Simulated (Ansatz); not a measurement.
Data:

CuPd (CsCl type, Pm-3m), a = 2.9297 Å, b = 2.9297 Å, c = 2.9297 Å, α = 90.00°, β = 90.00°, γ = 90.00°.

This is the LDA-relaxed structure.

All from LDA in the plane-wave PAW code Ansatz, unless another level is named. Give the density of states at the Fermi level.

0.62 states/eV per atom (mean over ±0.08 eV).

And the formation energy from the elements (no fitted shifts)?

-0.10 eV/atom.

The workflow started from a Materials Project entry (that database holds measured and hypothetical structures alike); the Crystallography Open Database files this formula in space group No. 221, but the cells were not matched. Whether it is the stable phase at ambient conditions was not checked. Symmetry was held in the LDA relaxation; of distortions, only those at the zone centre were tested. The run is not spin-polarised. The references are the lowest solids computed at this level, not always the standard phases. Scalar-relativistic: spin–orbit coupling is off unless named, which matters more the heavier the elements.

Potentials: the later of the program's two PAW sets.
